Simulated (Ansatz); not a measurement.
Input for Ansatz (plane-wave DFT, PAW):

```yaml
crystal:
  lattice:
    - [-3.059866692, 3.059866692, 2.7596799219]
    - [3.059866692, -3.059866692, 2.7596799219]
    - [3.059866692, 3.059866692, -2.7596799219]
  atoms:
    - { symbol: Sn, position: [0.661699018, 0.161699018, 0.8233980359] }
    - { symbol: Sn, position: [0.161699018, 0.338300982, 0.5] }
    - { symbol: Sn, position: [0.338300982, 0.838300982, 0.1766019641] }
    - { symbol: Sn, position: [0.838300982, 0.661699018, 0.5] }
    - { symbol: Ru, position: [0.25, 0.25, 0.0] }
    - { symbol: Ru, position: [0.75, 0.75, 0.0] }
basis:
  ecutwfc: 500
kpoints:
  mp_grid: { grid: [8, 8, 8] }
hamiltonian:
  xc: r2scan
scf:
  occupations: { method: gaussian, width: 0.1 }
output:
  forces: true
  stress: true
  eigenvalues: true
relax:
  adjacent_minimum: "off"
  f_tol: 0.01
  max_steps: 30
  cell: { stress_tol: 0.1, fix: [volume] }
```

Command:
```bash
ansatz run input.yaml --threads 1 --pin off --max-ram 2560MiB --backend cpu --events-out ev --progress --plain --runs-dir out
```

Method: DFT r2SCAN, scalar-relativistic, plane waves, PAW in Ansatz 0.2.0.

From the run's log, abridged:

```
Pseudopotentials: kind: paw
Pseudopotential: Sn, paw, valence charge 14, recommended cutoff 500 eV (meta_gga)
Pseudopotential: Ru, paw, valence charge 16, recommended cutoff 500 eV (meta_gga)
Functional definition: r2SCAN
Crystal: 6 atoms, lattice volume = 103.353 Å³
Basis set: ecut = 500 eV, 2595 PW (Γ), exchange–correlation on 160×160×160 points (64 copies of the dense FFT grid, shifted against one another)
Bands: 53, of which v1, the nominal top of the filled ones, is band 44 counted from 1 (43 counted from 0)
Symmetry: 16 space group operations
Space group: I4/mcm (ITA 140), of the structure as read, at distance tolerance 4.7e-5 Å
k-points: 59 of 512
Initial density: superposition of atomic densities (neutral atoms: chi_scale 0, normalization atom), corrected by the library's trained network
Initial wavefunctions: pseudopotential atomic-orbital guess
Functional: x = r2scan, c = r2scan; τ floored in thin density (d = 2e-4 eV/Å³)
SCF iter   1: F=—  HF=-35935.529572 eV  |F-HF|=—  |Δ(HF+E_count)|=         —  Δρ=1.01e-2  dr2=9.58e-2  dr2_τ=4.27e-2  ethr=1.77e-3  ⟨swp⟩=7.1  Hψ=12478  notcnv=0  defer=46
SCF iter   2: F=—  HF=-35935.626334 eV  |F-HF|=—  |Δ(HF+E_count)|=   9.68e-2  Δρ=5.35e-3  dr2=1.63e-2  dr2_τ=1.92e-3  ethr=1.09e-4  ⟨swp⟩=2.0  Hψ=4897  notcnv=0  defer=173
SCF iter   3: F=—  HF=-35935.630685 eV  |F-HF|=—  |Δ(HF+E_count)|=   4.35e-3  Δρ=1.88e-3  dr2=4.49e-3  dr2_τ=2.87e-4  ethr=1.85e-5  ⟨swp⟩=2.4  Hψ=4939  notcnv=0  defer=173
SCF iter   4: F=—  HF=-35935.631535 eV  |F-HF|=—  |Δ(HF+E_count)|=   8.49e-4  Δρ=5.94e-4  dr2=3.54e-4  dr2_τ=1.13e-5  ethr=5.10e-6  ⟨swp⟩=2.0  Hψ=3905  notcnv=0  defer=173
SCF iter   5: F=—  HF=-35935.631785 eV  |F-HF|=—  |Δ(HF+E_count)|=   2.50e-4  Δρ=2.06e-4  dr2=5.87e-5  dr2_τ=1.45e-6  ethr=4.03e-7  ⟨swp⟩=2.0  Hψ=4895  notcnv=0  defer=173
SCF iter   6: F=—  HF=-35935.631826 eV  |F-HF|=—  |Δ(HF+E_count)|=   4.04e-5  Δρ=5.95e-5  dr2=3.92e-6  dr2_τ=9.74e-8  ethr=6.67e-8  ⟨swp⟩=2.0  Hψ=4167  notcnv=0  defer=173
SCF iter   7: F=—  HF=-35935.631829 eV  |F-HF|=—  |Δ(HF+E_count)|=   3.89e-6  Δρ=1.50e-5  dr2=1.75e-7  dr2_τ=6.97e-9  ethr=4.45e-9  ⟨swp⟩=2.0  Hψ=5219  notcnv=0  defer=173
SCF iter   8: F=-35935.631830 eV  HF=-35935.631830 eV  |F-HF|=2.47e-10  |Δ(HF+E_count)|=   1.21e-7  Δρ=3.64e-6  dr2=1.80e-8  dr2_τ=9.07e-10  ethr=1.14e-10  ⟨swp⟩=10.7  Hψ=12968  notcnv=0
SCF 1 converged in 8 iterations: F = -35935.631830 eV  dr2 = 1.80e-8
relax step   1: F+E_penalty+E_count = -35935.63182952 eV  Δ(F+E_penalty+E_count) = +0.000e0 eV  max|allowed force component| = 4.066e-2 eV/Å  Δτ_max = 0.0000 Å  P = +23.318 GPa  Ω = 103.353 Å³  fix = [volume]  reactions: volume +23.318 GPa (8 SCF iters, dr2 threshold 1.00e-7 eV, accepted)
Initial density: handed on by an earlier stage of this run
Initial wavefunctions: those handed on with the density
SCF iter   1: F=—  HF=-35935.621965 eV  |F-HF|=—  |Δ(HF+E_count)|=         —  Δρ=1.40e-3  dr2=2.24e-3  dr2_τ=7.48e-3  ethr=2.62e-6  ⟨swp⟩=2.0  Hψ=12109  notcnv=0
SCF iter   2: F=—  HF=-35935.629782 eV  |F-HF|=—  |Δ(HF+E_count)|=   7.82e-3  Δρ=6.82e-4  dr2=2.49e-4  dr2_τ=2.89e-5  ethr=2.55e-6  ⟨swp⟩=2.0  Hψ=5239  notcnv=0
SCF iter   3: F=—  HF=-35935.629812 eV  |F-HF|=—  |Δ(HF+E_count)|=   3.00e-5  Δρ=2.84e-4  dr2=4.91e-5  dr2_τ=1.42e-6  ethr=2.82e-7  ⟨swp⟩=2.5  Hψ=5362  notcnv=0
SCF iter   4: F=—  HF=-35935.629822 eV  |F-HF|=—  |Δ(HF+E_count)|=   1.04e-5  Δρ=5.98e-5  dr2=4.21e-6  dr2_τ=4.29e-8  ethr=5.58e-8  ⟨swp⟩=2.0  Hψ=4887  notcnv=0
SCF iter   5: F=—  HF=-35935.629823 eV  |F-HF|=—  |Δ(HF+E_count)|=   5.31e-7  Δρ=2.16e-5  dr2=6.35e-7  dr2_τ=1.05e-7  ethr=4.78e-9  ⟨swp⟩=2.0  Hψ=5226  notcnv=0
SCF iter   6: F=-35935.629823 eV  HF=-35935.629823 eV  |F-HF|=1.15e-8  |Δ(HF+E_count)|=   8.05e-8  Δρ=6.92e-6  dr2=5.95e-8  dr2_τ=4.79e-9  ethr=1.17e-10  ⟨swp⟩=6.6  Hψ=13708  notcnv=0
SCF 2 converged in 6 iterations: F = -35935.629823 eV  dr2 = 5.95e-8
relax step   2: F+E_penalty+E_count = -35935.62982274 eV  Δ(F+E_penalty+E_count) = +2.007e-3 eV  max|allowed force component| = 1.007e-1 eV/Å  Δτ_max = 0.0127 Å  P = +23.199 GPa  Ω = 103.353 Å³  energy of the carried Pulay correction = +7.092e-16 eV  fix = [volume]  (6 SCF iters, dr2 threshold 1.03e-7 eV, rejected (line search))
SCF iter   1: F=—  HF=-35935.628406 eV  |F-HF|=—  |Δ(HF+E_count)|=         —  Δρ=1.00e-3  dr2=1.19e-3  dr2_τ=3.69e-3  ethr=1.42e-6  ⟨swp⟩=2.0  Hψ=11948  notcnv=0
SCF iter   2: F=—  HF=-35935.632264 eV  |F-HF|=—  |Δ(HF+E_count)|=   3.86e-3  Δρ=4.73e-4  dr2=1.05e-4  dr2_τ=1.83e-5  ethr=1.36e-6  ⟨swp⟩=2.0  Hψ=5240  notcnv=0
SCF iter   3: F=—  HF=-35935.632281 eV  |F-HF|=—  |Δ(HF+E_count)|=   1.72e-5  Δρ=2.10e-4  dr2=2.61e-5  dr2_τ=7.74e-7  ethr=1.19e-7  ⟨swp⟩=2.6  Hψ=5304  notcnv=0
SCF iter   4: F=—  HF=-35935.632281 eV  |F-HF|=—  |Δ(HF+E_count)|=   2.27e-7  Δρ=4.35e-5  dr2=1.86e-6  dr2_τ=1.66e-7  ethr=2.96e-8  ⟨swp⟩=2.0  Hψ=5016  notcnv=0
SCF iter   5: F=—  HF=-35935.632282 eV  |F-HF|=—  |Δ(HF+E_count)|=   1.02e-6  Δρ=1.64e-5  dr2=4.12e-7  dr2_τ=2.38e-8  ethr=2.11e-9  ⟨swp⟩=2.0  Hψ=5586  notcnv=0
SCF iter   6: F=—  HF=-35935.632282 eV  |F-HF|=—  |Δ(HF+E_count)|=   2.02e-8  Δρ=4.26e-6  dr2=1.37e-8  dr2_τ=1.33e-9  ethr=4.68e-10  ⟨swp⟩=2.0  Hψ=5314  notcnv=0
SCF iter   7: F=—  HF=-35935.632282 eV  |F-HF|=—  |Δ(HF+E_count)|=   1.81e-8  Δρ=1.48e-6  dr2=2.04e-9  dr2_τ=7.04e-11  ethr=1.56e-11  ⟨swp⟩=2.0  Hψ=5249  notcnv=0
SCF iter   8: F=-35935.632282 eV  HF=-35935.632282 eV  |F-HF|=9.46e-11  |Δ(HF+E_count)|=   2.53e-9  Δρ=3.60e-7  dr2=1.00e-10  dr2_τ=2.88e-12  ethr=1.00e-12  ⟨swp⟩=3.9  Hψ=14000  notcnv=0
SCF 3 converged in 8 iterations: F = -35935.632282 eV  dr2 = 1.00e-10
relax step   3: F+E_penalty+E_count = -35935.63228240 eV  Δ(F+E_penalty+E_count) = -4.529e-4 eV  max|allowed force component| = 1.902e-3 eV/Å  Δτ_max = 0.0038 Å  P = +23.279 GPa  Ω = 103.353 Å³  energy of the carried Pulay correction = +3.919e-16 eV  fix = [volume]  reactions: volume +23.279 GPa (8 SCF iters, accepted)
Initial wavefunctions: pseudopotential atomic-orbital guess (no wavefunctions were taken with the density)
SCF iter   1: F=—  HF=-35935.632276 eV  |F-HF|=—  |Δ(HF+E_count)|=         —  Δρ=1.47e-6  dr2=3.61e-10  dr2_τ=2.58e-9  ethr=2.68e-8  ⟨swp⟩=3.7  Hψ=21593  notcnv=0
SCF iter   2: F=—  HF=-35935.632277 eV  |F-HF|=—  |Δ(HF+E_count)|=   4.59e-7  Δρ=7.73e-7  dr2=1.96e-10  dr2_τ=8.38e-11  ethr=1.00e-12  ⟨swp⟩=6.4  Hψ=17720  notcnv=0
SCF iter   3: F=-35935.632277 eV  HF=-35935.632277 eV  |F-HF|=2.91e-11  |Δ(HF+E_count)|=  2.11e-10  Δρ=2.95e-7  dr2=4.67e-11  dr2_τ=1.64e-11  ethr=1.00e-12  ⟨swp⟩=4.0  Hψ=11965  notcnv=0
SCF 4 converged in 3 iterations: F = -35935.632277 eV  dr2 = 4.67e-11
SCF converged after 3 iterations
Free energy (F): -35935.632277 eV
Harris-Foulkes:  -35935.632277 eV  (|F-HF|=2.91e-11)
Internal energy: -35935.616947 eV  (E = F + TS)
E sigma→0 (E₀):  -35935.624612 eV
Entropy (-TS):   -0.015330 eV (-2.555 meV/atom)
Fermi energy:    18.280589 eV
--- Per-component energies (eV) ---
  E_band       = -232.817690
  E_kinetic    = 1808.535392
  E_local      = -5432.113521  (includes V_loc(G=0)·N_el)
  E_nonlocal   = 564.311554
  E_hartree    = 2831.592217
  E_xc         = -1876.189143
  E_vxc        = -966.135270  (∫ρ·V_xc dr)
  E_paw        = -23610.205127  (= ΣΔE_a)
  E_vpaw       = -1935.587667  (= ΣTr[D̂ρ^β])
  E_aug_tail   = 0.000194  (compensation charges beyond the density's cutoff)
  E_vtau       = 64.987004  (kinetic-family band-sum trace: ∫τ·v_τ [+ j·A + Jᵃ·Aᵃ] dr)
  E_ewald      = -10223.867882
  E_core_change = 2.319368  (= ΣΔE_core)
  E_smearing   = -0.015330  (= −TS)
--- Forces (eV/Å), atoms counted from 1 ---
  atom   1  Sn    -0.00190583    -0.00190583     0.00000000
  atom   2  Sn     0.00190583    -0.00190583     0.00000000
  atom   3  Sn     0.00190583     0.00190583     0.00000000
  atom   4  Sn    -0.00190583     0.00190583     0.00000000
  atom   5  Ru     0.00000000     0.00000000     0.00000000
  atom   6  Ru     0.00000000     0.00000000     0.00000000
--- Stress (GPa, compression-positive) ---
       23.264530       0.000000       0.000000
        0.000000      23.264530       0.000000
        0.000000       0.000000      23.307887
  P = ⅓ Tr σ = 23.2790 GPa (232.790 kbar)
--- Band table (eV; the first three rows and the last of 59) ---
  k-point 0: bands = ["-55.9782", "-55.9292", "-25.5879", "-25.2984", "-25.2984", "-25.2436", "-25.2436", "-25.0975", "-4.0844", "-4.0425", "-3.9990", "-3.9887", "-3.9801", "-3.9801", "-3.9364", "-3.8620", "-3.8620", "-3.8428", "-3.8260", "-3.8225", "-3.8225", "-3.7903", "-3.7755", "-3.7153", "-3.7153", "-3.6946", "-3.6946", "-3.6590", "5.1963", "11.0870", "11.5023", "11.5023", "14.0129", "14.0441", "14.4846", "14.8418", "14.8418", "15.1920", "15.9410", "15.9410", "16.4901", "16.8737", "16.9661", "17.5795", "17.9733", "17.9733", "20.0850", "20.4455", "20.4455", "20.9563", "24.0976", "24.8585", "24.8585"]
  k-point 1: bands = ["-55.9782", "-55.9292", "-25.5883", "-25.2993", "-25.2983", "-25.2437", "-25.2436", "-25.0976", "-4.0958", "-4.0549", "-3.9977", "-3.9904", "-3.9782", "-3.9720", "-3.9102", "-3.8641", "-3.8629", "-3.8471", "-3.8348", "-3.8304", "-3.8247", "-3.7845", "-3.7618", "-3.7199", "-3.7098", "-3.7003", "-3.6972", "-3.6522", "5.3452", "10.8567", "11.2597", "11.6120", "13.6208", "14.4122", "14.4285", "14.5227", "14.8413", "15.2139", "15.6297", "15.9424", "16.0983", "17.0396", "17.5192", "17.9062", "17.9363", "18.4006", "20.4071", "20.4214", "20.9047", "21.1878", "24.0801", "24.1633", "24.3490"]
  k-point 2: bands = ["-55.9781", "-55.9292", "-25.5890", "-25.3015", "-25.2979", "-25.2437", "-25.2434", "-25.0978", "-4.1186", "-4.0627", "-4.0155", "-3.9728", "-3.9673", "-3.9610", "-3.9030", "-3.8698", "-3.8642", "-3.8461", "-3.8364", "-3.8313", "-3.8303", "-3.7759", "-3.7339", "-3.7320", "-3.7314", "-3.7059", "-3.6783", "-3.6416", "5.7878", "10.0465", "10.7586", "11.9284", "13.4668", "14.1934", "14.2400", "14.3487", "14.8451", "15.2821", "15.4097", "15.9764", "16.2828", "17.0745", "17.5860", "17.7538", "17.9638", "19.7781", "20.5460", "21.2511", "21.7613", "22.3089", "23.0289", "23.8064", "24.4242"]
  k-point 58: bands = ["-55.9778", "-55.9292", "-25.5919", "-25.3035", "-25.3035", "-25.2433", "-25.2433", "-25.0988", "-4.1170", "-4.1135", "-4.0421", "-3.9949", "-3.9302", "-3.9302", "-3.9021", "-3.9021", "-3.8544", "-3.8544", "-3.8498", "-3.8443", "-3.7936", "-3.7486", "-3.7304", "-3.7032", "-3.6969", "-3.6969", "-3.6645", "-3.6645", "8.8184", "9.6250", "9.6250", "10.2687", "11.4389", "11.6761", "13.5208", "13.5208", "14.8498", "15.2330", "15.9479", "16.8149", "17.4468", "17.6006", "17.6006", "18.6610", "20.2376", "20.2672", "21.6929", "21.6929", "23.1445", "23.1445", "23.6664", "25.5617", "25.5617"]
--- Relaxed structure (3 steps of the walk, 2 accepted, 1 SCFs on fresh bases) ---
  F+E_penalty+E_count = -35935.63227680 eV   max|allowed force component| = 1.906e-3 eV/Å   (the final SCF, on the basis selected at the relaxed cell)
  cell:  # Å, volume = 103.3531 Å³
    - [-3.06081716, 3.06081716, 2.75796625]
    - [3.06081716, -3.06081716, 2.75796625]
    - [3.06081716, 3.06081716, -2.75796625]
  atoms:
    - { symbol: Sn, position: [0.66126267, 0.16126267, 0.82252535] }
    - { symbol: Sn, position: [0.16126267, 0.33873732, 0.5] }
    - { symbol: Sn, position: [0.33873732, 0.83873732, 0.17747464] }
    - { symbol: Sn, position: [0.83873732, 0.66126267, 0.5] }
    - { symbol: Ru, position: [0.24999999, 0.24999999, 0.0] }
    - { symbol: Ru, position: [0.74999999, 0.74999999, 0.0] }
```

The relaxation met its thresholds.

Time: 92 s on 1 thread of Intel(R) Xeon(R) Platinum 8488C (Sapphire Rapids) (shared host), peak memory 0.92 GiB.